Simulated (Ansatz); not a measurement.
## Al$_{3}$GaN$_{4}$ (P-43m), random displacements

The calculation used Ansatz, DFT PBEsol, scalar-relativistic, plane waves, PAW. The runs took a 420 eV cutoff, a Γ-centred 6×6×6 mesh and Gaussian smearing (0.05 eV). No spin polarisation. Energies are free energies at this smearing, counted from the undisturbed cell; pressure is positive in compression.

The undisturbed cell (as given, not relaxed at this level, and it needn't be the usual structure):

```
Al Ga N
1.0
     4.40144    0.00000    0.00000
     0.00000    4.40144    0.00000
     0.00000    0.00000    4.40144
Al Ga N
3 1 4
Cartesian
  2.2007 2.2007 0.0000
  2.2007 0.0000 2.2007
  0.0000 2.2007 2.2007
  0.0000 0.0000 0.0000
  3.2754 3.2754 1.1260
  3.2754 1.1260 3.2754
  1.1260 3.2754 3.2754
  1.1260 1.1260 1.1260
```

After a displacement of all atoms with no net shift and a strain of the cell, the run gives ΔE = 518.1 meV/atom; stress (xx, yy, zz, yz, xz, xy; compression positive) (11.35, 10.39, 0.23, -7.79, 21.33, -5.63) GPa; gap on the mesh 2.06 eV.

```
atom Fx (eV/Å) Fy Fz
 Al1     -1.839  -2.176  -1.364
 Al2      0.433  -0.282  -0.256
 Al3      1.189  -6.697   2.240
 Ga4      2.313  -0.734   2.128
  N5     -6.940   6.367  -6.733
  N6      0.084   2.382   1.110
  N7      2.899   2.502   5.946
  N8      1.862  -1.361  -3.071
```

Which displacements (Å, in the unstrained cell) and strain were applied?

```csv
atom,ux,uy,uz
Al1,0.11,0.17,0.10
Al2,-0.05,0.01,-0.06
Al3,0.09,0.05,0.06
Ga4,-0.11,0.01,-0.10
N5,0.15,-0.19,0.23
N6,-0.07,-0.11,-0.07
N7,0.01,-0.03,-0.23
N8,-0.13,0.09,0.07
```
Strain (Voigt, engineering shear): (0.0303, -0.0276, 0.0404, 0.0474, -0.0753, 0.0151).

Cost: 1 run of about 0.35 core-minutes, on Intel Xeon Platinum 8375C (Ice Lake) (shared hosts).